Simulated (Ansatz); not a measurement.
## Property card for AlCuBr₄

AlCuBr4:
Space group P-42c (No. 112); a = b = 5.773 Å, c = 10.557 Å, α = β = γ = 90.00°

```csv
atom,site,symmetry,x,y,z
Al,2b,222.,0.5000,0.0000,0.2500
Cu,2f,-4..,0.5000,0.5000,0.5000
Br,8n,1,0.2623,0.2319,0.1259
```

Space group P-42c (No. 112); conventional cell a = b = 5.7729 Å, c = 10.5570 Å, α = β = γ = 90.00°.

Method: the program Ansatz at the r²SCAN level (PAW). Geometry: relaxed at this level of theory. Other levels are named where they apply.

Cell and energy:

```yaml
volume_per_atom: 29.32 Å³
density: 3.87 g/cm³
Formation energy from the elements (no fitted shifts): -0.99 eV/atom
```

Electronic structure:

```yaml
band_gap: 2.69 eV (indirect)
valence_band_maximum: at M
conduction_band_minimum: at Γ
smallest_direct_gap_on_the_standard_path: 2.81 eV
electron_effective_mass: 0.32, 0.34, 0.34 mₑ (principal values)
hole_effective_mass: 1.1, 3.4, 3.4 mₑ (principal values)
HSE06 gap on the r²SCAN cell: 3.95 eV
Gap with spin–orbit coupling: 2.68 eV
```

Mechanics:

```yaml
Bulk modulus (Birch–Murnaghan fit): 13.0 GPa
Pressure derivative B′: 6.9
```

Charges:

```yaml
bader_charges: Al +2.35, Cu +0.55, Br -0.73 e
```

The first step of the workflow began from a Materials Project structure, measured or hypothetical; the Crystallography Open Database files this formula in space group No. 112, but the cells were not matched. Whether it is the stable phase at ambient conditions was not checked. The cell was relaxed with r²SCAN under the symmetry of its start; its stability against distortions is not shown here. No spin polarisation was allowed. The references are the lowest solids computed at this level, not always the standard phases. Scalar-relativistic: spin–orbit coupling is off unless named, which matters more the heavier the elements.

Potentials: the later of the program's two PAW sets.
